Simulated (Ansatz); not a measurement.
An Ansatz (a program for electronic structure) run. Input:

Ansatz 0.2 input:
```yaml
crystal:
  lattice:
    - [5.2676100344, 0.0, 0.0]
    - [0.0, 5.2676100344, 0.0]
    - [0.0, 0.0, 5.2676100344]
  atoms:
    - { symbol: O, position: [0.0, 0.0, 0.0] }
    - { symbol: O, position: [0.5, 0.5, 0.5] }
    - { symbol: Hg, position: [0.25, 0.25, 0.25] }
    - { symbol: Hg, position: [0.75, 0.75, 0.25] }
    - { symbol: Hg, position: [0.75, 0.25, 0.75] }
    - { symbol: Hg, position: [0.25, 0.75, 0.75] }
kpoints:
  mp_grid: { grid: [6, 6, 6] }
  band_path:
    path:
      - [[0.0, 0.0, 0.0], [0.0, 0.5, 0.0], [0.5, 0.5, 0.0], [0.0, 0.0, 0.0], [0.5, 0.5, 0.5], [0.0, 0.5, 0.0]]  # Γ-X-M-Γ-R-X
      - [[0.5, 0.5, 0.5], [0.5, 0.5, 0.0]]  # R-M
    npoints: 12
basis: { xc_grid: 2 }
hamiltonian:
  xc: pbe
  pseudopotentials: { azcp: { folder: ./paw }, kind: paw_fr }
magnetization: { noncollinear: true, spin_orbit: true }
scf:
  n_extra_bands: 12
  convergence: { dr2_threshold: 0.0000000001 }
  occupations: { method: gaussian, width: 0.05 }
output: { eigenvalues: true }
```

Output (shortened):

```
Pseudopotential: O, paw, valence charge 6
Pseudopotential: Hg, paw, valence charge 20
Functional definition: PBE
non-collinear run that drives no moment, with spin-orbit …
Crystal: 6 atoms, lattice volume = 146.164 Å³
Basis set: ecut = 420 eV, 2897 PW (Γ), exchange–correlation on 72×72×72 points (8 copies of the dense FFT grid, shifted against one another)
Bands: 104, of which v1, the nominal top of the filled ones, is band 92 counted from 1 (91 counted from 0)
Symmetry: 48 space group operations + 48 with time reversal
k-points: 20 of 216
Projection manifold: j_resolved (fully-relativistic pseudo-atomic orbitals)
SCF iter   1: F=—  HF=-56555.862255 eV  |F-HF|=—  |Δ(HF+E_count)|=         —  Δρ=7.80e-2  dr2=8.94e0  dr2_m=0.00e0 (ungated)  ethr=3.10e-3  |M|=0.00e0 ∫|m|=0.00e0 μB  |m|>n=0.0e0 m-floor=0.0e0 τ_xc=0.0e0  β_m=0.30  ⟨swp⟩=8.0  Hψ=4966  notcnv=0  defer=2
preconditioner: auto → Kerker (q_TF=auto, 2.526 Å⁻¹)
spin=Noncollinear: Kerker preconditioning applied to the charge; magnetization (m_x, m_y, m_z) channels mix plain (no charge-response kernel on spin).
SCF iter   2: F=—  HF=-56554.376064 eV  |F-HF|=—  |Δ(HF+E_count)|=    1.49e0  Δρ=2.17e-2  dr2=6.34e-1  dr2_m=0.00e0 (ungated)  ethr=3.10e-3  |M|=0.00e0 ∫|m|=0.00e0 μB  |m|>n=0.0e0 m-floor=0.0e0 τ_xc=0.0e0  β_m=0.35  ⟨swp⟩=2.9  Hψ=1953  notcnv=0  defer=82
preconditioner: auto → Resta (q_TF=auto, 2.526 Å⁻¹)
spin=Noncollinear: Resta preconditioning applied to the charge; magnetization (m_x, m_y, m_z) channels mix plain (no charge-response kernel on spin).
SCF iter   3: F=—  HF=-56554.334993 eV  |F-HF|=—  |Δ(HF+E_count)|=   4.11e-2  Δρ=1.06e-2  dr2=6.57e-2  dr2_m=0.00e0 (ungated)  ethr=6.89e-4  |M|=0.00e0 ∫|m|=0.00e0 μB  |m|>n=0.0e0 m-floor=0.0e0 τ_xc=0.0e0  β_m=0.67  ⟨swp⟩=2.0  Hψ=1421  notcnv=0  defer=86
SCF iter   4: F=—  HF=-56554.372428 eV  |F-HF|=—  |Δ(HF+E_count)|=   3.74e-2  Δρ=1.31e-3  dr2=2.58e-3  dr2_m=0.00e0 (ungated)  ethr=7.14e-5  |M|=0.00e0 ∫|m|=0.00e0 μB  |m|>n=0.0e0 m-floor=0.0e0 τ_xc=0.0e0  β_m=0.77  ⟨swp⟩=2.0  Hψ=1672  notcnv=0  defer=88
SCF iter   5: F=—  HF=-56554.373078 eV  |F-HF|=—  |Δ(HF+E_count)|=   6.51e-4  Δρ=4.66e-4  dr2=4.94e-4  dr2_m=0.00e0 (ungated)  ethr=2.80e-6  |M|=0.00e0 ∫|m|=0.00e0 μB  |m|>n=0.0e0 m-floor=0.0e0 τ_xc=0.0e0  β_m=0.89  ⟨swp⟩=2.9  Hψ=1602  notcnv=0  defer=88
SCF iter   6: F=—  HF=-56554.373344 eV  |F-HF|=—  |Δ(HF+E_count)|=   2.65e-4  Δρ=1.01e-4  dr2=3.12e-5  dr2_m=0.00e0 (ungated)  ethr=5.37e-7  |M|=0.00e0 ∫|m|=0.00e0 μB  |m|>n=0.0e0 m-floor=0.0e0 τ_xc=0.0e0  β_m=0.94  ⟨swp⟩=2.0  Hψ=1389  notcnv=0  defer=88
SCF iter   7: F=—  HF=-56554.373374 eV  |F-HF|=—  |Δ(HF+E_count)|=   3.00e-5  Δρ=3.34e-5  dr2=8.70e-7  dr2_m=0.00e0 (ungated)  ethr=3.39e-8  |M|=0.00e0 ∫|m|=0.00e0 μB  |m|>n=0.0e0 m-floor=0.0e0 τ_xc=0.0e0  β_m=0.97  ⟨swp⟩=2.0  Hψ=1496  notcnv=0  defer=88
SCF iter   8: F=—  HF=-56554.373476 eV  |F-HF|=—  |Δ(HF+E_count)|=   1.02e-4  Δρ=8.63e-6  dr2=9.03e-8  dr2_m=0.00e0 (ungated)  ethr=9.46e-10  |M|=0.00e0 ∫|m|=0.00e0 μB  |m|>n=0.0e0 m-floor=0.0e0 τ_xc=0.0e0  β_m=0.94  ⟨swp⟩=2.0  Hψ=1600  notcnv=0  defer=88
SCF iter  11: F=-56554.373476 eV  HF=-56554.373476 eV  |F-HF|=4.37e-11  |Δ(HF+E_count)|=  3.13e-10  Δρ=1.87e-7  dr2=5.20e-11  dr2_m=0.00e0 (ungated)  ethr=1.00e-12  |M|=0.00e0 ∫|m|=0.00e0 μB  |m|>n=0.0e0 m-floor=0.0e0 τ_xc=0.0e0  ⟨swp⟩=9.2  Hψ=2924  notcnv=0
SCF 1 converged in 11 iterations: F = -56554.373476 eV  dr2 = 5.20e-11
NSCF: frozen V_eff on 74 k-points
SCF converged after 11 iterations
Magnetization: |M| = 0.0000 μB,  M = (+0.0000, +0.0000, +0.0000) μB
Absolute magnetization: 0.0000 μB (∫|m|)
  site 0: m = (+0.0000, +0.0000, +0.0000) μB, |m| = 0.0000 μB  (R = 0.94 Å)
  site 1: m = (+0.0000, +0.0000, +0.0000) μB, |m| = 0.0000 μB  (R = 0.94 Å)
  site 2: m = (+0.0000, +0.0000, +0.0000) μB, |m| = 0.0000 μB  (R = 0.94 Å)
  site 3: m = (+0.0000, +0.0000, +0.0000) μB, |m| = 0.0000 μB  (R = 0.94 Å)
  site 4: m = (+0.0000, +0.0000, +0.0000) μB, |m| = 0.0000 μB  (R = 0.94 Å)
  site 5: m = (+0.0000, +0.0000, +0.0000) μB, |m| = 0.0000 μB  (R = 0.94 Å)
Free energy (F): -56554.373476 eV
Harris-Foulkes:  -56554.373476 eV  (|F-HF|=4.37e-11)
Internal energy: -56554.371433 eV  (E = F + TS)
E sigma→0 (E₀):  -56554.372454 eV
Entropy (-TS):   -0.002043 eV (-0.341 meV/atom)
Fermi energy:    9.853070 eV
--- Per-component energies (eV) ---
  E_band       = -1996.861905
  E_kinetic    = 2604.614534
  E_local      = -12861.729296  (includes V_loc(G=0)·N_el)
  E_nonlocal   = 418.095380
  E_hartree    = 5445.611711
  E_xc         = -971.237714
  E_vxc        = -1163.426422  (∫ρ·V_xc dr)
  E_paw        = -40278.848343  (= ΣΔE_a)
  E_vpaw       = -1885.642672  (= ΣTr[D̂ρ^β])
  E_aug_tail   = 0.003136  (compensation charges beyond the density's cutoff)
  E_ewald      = -10910.880841
  E_smearing   = -0.002043  (= −TS)
  E_closure    = 0.000000  (closes the sum)
  Σ components = -56554.373476   (vs F -56554.373476, Δ=0.00e0)
  [band-id]    e_kinetic+e_local+e_nonlocal+2·e_hartree+e_vxc+e_vpaw+e_augmentation_tail = -1996.861918   (vs E_band -1996.861905, Δ=-1.23e-5)
--- Band table (eV; the first three rows and the last of 20) ---
  k-point 0: bands = ["-105.1629", "-105.1629", "-105.1628", "-105.1628", "-105.1628", "-105.1628", "-105.1628", "-105.1628", "-67.1569", "-67.1569", "-67.1568", "-67.1568", "-67.1568", "-67.1568", "-67.1561", "-67.1561", "-48.9024", "-48.9024", "-48.9024", …
  k-point 1: bands = ["-105.1629", "-105.1629", "-105.1628", "-105.1628", "-105.1628", "-105.1628", "-105.1628", "-105.1628", "-67.1569", "-67.1569", "-67.1568", "-67.1568", "-67.1568", "-67.1568", "-67.1561", "-67.1561", "-48.9023", "-48.9023", "-48.9023", …
  k-point 2: bands = ["-105.1629", "-105.1629", "-105.1628", "-105.1628", "-105.1628", "-105.1628", "-105.1628", "-105.1628", "-67.1569", "-67.1569", "-67.1568", "-67.1568", "-67.1566", "-67.1566", "-67.1563", "-67.1563", "-48.9020", "-48.9020", "-48.9020", …
  k-point 19: bands = ["-105.1628", "-105.1628", "-105.1628", "-105.1628", "-105.1628", "-105.1628", "-105.1628", "-105.1628", "-67.1567", "-67.1567", "-67.1566", "-67.1566", "-67.1566", "-67.1566", "-67.1566", "-67.1566", "-48.9028", "-48.9028", "-48.9028", …
```

Cost: roughly 2.9 core-minutes on shared cores.

Space group Pn-3m. The start of the workflow was typed in or built on a structure type; neither database checked (COD, Materials Project) lists it. Whether it is the stable phase at ambient conditions was not checked. The cell was relaxed with PBE under the symmetry of its start; its stability against distortions is not shown here. The volume moved by 21 % from the start of the relaxation.

Potentials: the earlier of the program's two PAW sets.

Ansatz is a plane-wave DFT program.
